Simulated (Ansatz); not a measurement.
BaTiO$_{3}$ (cubic perovskite)

```yaml
crystal:
  lattice:
    - [4.01946, 0.00000, 0.00000]
    - [0.00000, 4.01946, 0.00000]
    - [0.00000, 0.00000, 4.01946]
  atoms:
    - { symbol: Ba, position: [0.00000, 0.00000, 0.00000] }
    - { symbol: Ti, position: [0.50000, 0.50000, 0.50000] }
    - { symbol: O, position: [0.00000, 0.50000, 0.50000] }
    - { symbol: O, position: [0.50000, 0.50000, 0.00000] }
    - { symbol: O, position: [0.50000, 0.00000, 0.50000] }
```

The slice is a {100} plane (indices of the conventional cell) through the point (0.000, 0.000, 0.000) (fractional), spanned by u = [100] and v = [010] in vectors of this cell: u (4.02 Å) and v (4.02 Å, at 90° to u). It covers one period; positions are fractions (u, v).

The numbers are results of PBE (plane waves to 420 eV, PAW, scalar-relativistic; Ansatz, a quantum-chemistry and plane-wave program), not measurements. k mesh 8×8×8. Near the nuclei the fields are pseudised (PAW); where an atom keeps semicore shells as valence, they peak there. BaTiO3 is run without spin polarisation. BaTiO3 was relaxed with its symmetry unable to fall. The PAW data are Ansatz's earlier set. This is a high-temperature form of BaTiO3.

Around which element is the density of the highest valence band (whole band, smooth part) largest on this plane?

O. Mean over a disc round each atom, of radius 0.45 times the shortest bond: O 0.166, Ba 0.007 e/Å³.

Around which element is the density of the lowest conduction band (whole band as if filled, smooth part) largest on this plane?

O. Mean over a disc round each atom, of radius 0.45 times the shortest bond: O 0.028, Ba 0.001 e/Å³.

Sketch the density of the lowest conduction band (whole band as if filled, smooth part) on this plane as a map.


```
|0000000000000000000000000000|
|0000000000000000000000000000|
|0000000000000000000000000000|
|0000000000000000000000000000|
|0000000000000000000000000000|
|0000000000000000000000000000|
|0000000000000111000000000000|
|0000000000111222111000000000|
|0000000001123444321100000000|
|0000000011245777542110000000|
|0000000012468999864210000000|
|0000000013589989985310000000|
|0000000124799535997421000000|
|0000000124798303897421000000|
|0000000124799535997421000000|
|0000000013589989985310000000|
|0000000012468999864210000000|
|0000000011245777542110000000|
|0000000001123444321100000000|
|0000000000111222111000000000|
|0000000000000111000000000000|
|0000000000000000000000000000|
|0000000000000000000000000000|
|0000000000000000000000000000|
|0000000000000000000000000000|
|0000000000000000000000000000|
|0000000000000000000000000000|
|0000000000000000000000000000|
```
Scale: ten equal steps from 0.000 (start of '0') to 0.049 (end of '9'), in the order '0123456789'. Values: density of the lowest conduction band (whole band as if filled, smooth part) in e/Å³. The map has 28 points along u (one character each, u = 0 at the left) and 28 along v (v = 0 in the bottom row).
